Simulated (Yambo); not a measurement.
Yambo run on ZnS (zinc blende, space group F-43m, No. 216). The wavefunctions come from this Quantum ESPRESSO step (PBEsol, PseudoDojo standard norm-conserving files, scalar-relativistic):

```
&CONTROL
  calculation = 'nscf'
  pseudo_dir = './pseudo'
  outdir = './out'
/
&SYSTEM
  ibrav = 0
  nat = 2
  ntyp = 2
  ecutwfc = 84.0
  ecutrho = 336.0
  occupations = 'fixed'
  force_symmorphic = .true.
  nbnd = 153
/
&ELECTRONS
  conv_thr = 2e-09
  diago_full_acc = .true.
  diago_thr_init = 1e-08
/
ATOMIC_SPECIES
S 32.0600 S.upf
Zn 65.3800 Zn.upf
CELL_PARAMETERS angstrom
  0.000000000000   2.677784595000   2.677784595000
  2.677784595000   0.000000000000   2.677784595000
  2.677784595000   2.677784595000   0.000000000000
ATOMIC_POSITIONS crystal
S   0.750000000000   0.750000000000   0.750000000000
Zn   0.000000000000   0.000000000000   0.000000000000
K_POINTS automatic
4 4 4 0 0 0
```

Yambo input:

```
rim_cut
gw0
dyson
el_el_corr
HF_and_locXC
ppa
em1d
RandQpts= 1000000
RandGvec= 1 Ry
EXXRLvcs= 84 Ry
VXCRLvcs= 336 Ry
Chimod= "HARTREE"
% BndsRnXp
 5 | 151 |
%
NGsBlkXp= 14 Ry
% LongDrXp
 1.0 | 1.0 | 1.0 |
%
PPAPntXp= 27.2114 eV
% GbndRnge
 1 | 151 |
%
GTermKind= "BG"
DysSolver= "n"
ExtendOut
% QPkrange
 1 | 1 | 13 | 14 |
 3 | 3 | 13 | 14 |
%
```

k points by index: 1 = Γ, 3 = L.

The o-*.qp file then holds:

```
#    K-point    Band    Eo [eV]    E [eV]    E-Eo [eV]    Vxc [eV]    Vnlxc [eV]    Sc|Eo [eV]    Sc|E [eV]    dSc/dw|Eo [eV]    Re(Z)    Im(Z)
#
    1    13    0.000000    -1.101856    -1.101856    -16.85350    -20.20903    1.959686    2.253675    -7.259744    0.789395    -0.001214
    1    14    2.090788    2.328411    0.237623    -11.60754    -7.154438    -4.160723    -4.215478    -6.267828    0.812783    -0.001161
    3    13    -0.914625    -2.040535    -1.125910    -15.64830    -19.18923    2.114659    2.415017    -7.258636    0.789420    -0.001089
    3    14    3.240679    3.599074    0.358395    -12.02636    -7.446154    -4.139861    -4.221809    -6.220239    0.813940    -0.001178
```
(The two width columns are left out.) Convergence of these settings isn't established.

Geometry relaxed with PBEsol.
